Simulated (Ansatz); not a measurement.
Relaxed SrO (rock salt):

```yaml
crystal:
  lattice:
    - [0.00000, 5.19500, 5.19500]
    - [2.59750, 0.00000, 2.59750]
    - [2.59750, 2.59750, 0.00000]
  atoms:
    - { symbol: O, position: [0.00000, 0.00000, 0.00000] }
    - { symbol: O, position: [0.50000, 0.00000, 0.00000] }
    - { symbol: Sr, position: [0.25000, 0.50000, 0.50000] }
    - { symbol: Sr, position: [0.75000, 0.50000, 0.50000] }
```

The atoms are displaced by Q × the pattern below (from a DFPT mode at L = (0.5, 0.0, 0.0), largest move 1; Q in Å), at fixed cell. It is one choice among 2 degenerate patterns. (q is in reciprocal vectors of the primitive cell; the cell shown is doubled to hold the pattern.)

```tsv
atom	x	y	z
O1	0.285	-0.520	0.805
O2	-0.285	0.520	-0.805
```

Atoms not listed stay in place.

The numbers are results of PBE (plane waves to 420 eV, PAW, scalar-relativistic; Ansatz, a quantum-chemistry and plane-wave program), not measurements. k mesh 11×11×11 (Γ-centred), Fermi-Dirac smearing 0.05 eV. The energy includes the smearing's −TS. SrO was relaxed with its symmetry unable to fall. The zero of ΔE is the undisplaced structure.

```json
[
 {"Q (Å)": "-0.180", "ΔE (meV/cell)": "127.3"},
 {"Q (Å)": "-0.150", "ΔE (meV/cell)": "88.1"},
 {"Q (Å)": "-0.120", "ΔE (meV/cell)": "56.2"},
 {"Q (Å)": "-0.090", "ΔE (meV/cell)": "withheld"},
 {"Q (Å)": "-0.060", "ΔE (meV/cell)": "14.0"},
 {"Q (Å)": "-0.030", "ΔE (meV/cell)": "3.5"},
 {"Q (Å)": "0.000", "ΔE (meV/cell)": "0.0"},
 {"Q (Å)": "0.030", "ΔE (meV/cell)": "3.5"},
 {"Q (Å)": "0.060", "ΔE (meV/cell)": "14.0"},
 {"Q (Å)": "0.090", "ΔE (meV/cell)": "withheld"},
 {"Q (Å)": "0.120", "ΔE (meV/cell)": "56.2"},
 {"Q (Å)": "0.150", "ΔE (meV/cell)": "88.1"},
 {"Q (Å)": "0.180", "ΔE (meV/cell)": "127.3"}
]
```

Question: Fit an even polynomial form (powers 2, 4) to the given rows and predict ΔE at Q = 0.090.

Answer: Least squares on the 11 given rows: ΔE = (3883)·Q² + (1420)·Q⁴, in meV/cell with Q in Å; root-mean-square residual 0.01 meV/cell. At 0.090 the fit gives 31.5 meV/cell; the calculation gives 31.5 meV/cell, the same to the digits shown. The quadratic term alone would give 31.5 meV/cell.

(For displaced atoms, the force is minus the slope of the energy, and its curvature is a force constant, which sets phonon frequencies.)
